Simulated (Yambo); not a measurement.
Yambo run on Cs2LiLuCl6 (space group Fm-3m, No. 225). The wavefunctions are PBEsol (pw.x of Quantum ESPRESSO, ONCV potentials, without SOC) ones on a 2×2×2 mesh (44 occupied bands); a = 7.454 Å, b = 7.454 Å, c = 7.454 Å, α = 60.00°, β = 60.00°, γ = 60.00°.

Yambo input:

```
rim_cut
gw0
dyson
el_el_corr
HF_and_locXC
cohsex
em1s
RandQpts= 1000000
RandGvec= 1 Ry
EXXRLvcs= 100 Ry
VXCRLvcs= 400 Ry
Chimod= "HARTREE"
% BndsRnXs
 3 | 310 |
%
NGsBlkXs= 6 Ry
% LongDrXs
 1.0 | 1.0 | 1.0 |
%
ExtendOut
% QPkrange
 1 | 1 | 44 | 45 |
%
```

k points by index: 1 = Γ.

The o-*.qp file then holds:

```
#    K-point    Band    Eo [eV]    E [eV]    E-Eo [eV]    Vxc [eV]    Vnlxc [eV]    Sc|Eo [eV]    Re(Z)    Im(Z)
#
    1    44    0.000000    -3.620565    -3.620565    -14.31068    -18.76249    0.831238    1.000000    0.000000
    1    45    5.231750    5.418042    0.186292    -12.17861    -7.871149    -4.121172    1.000000    0.000000
```
(The two width columns are left out.) Convergence of these settings isn't established.

Geometry of the Materials Project entry, not relaxed at this level.

The structure is a Materials Project entry; no match was found in the copy of COD used, and its stability was not checked.
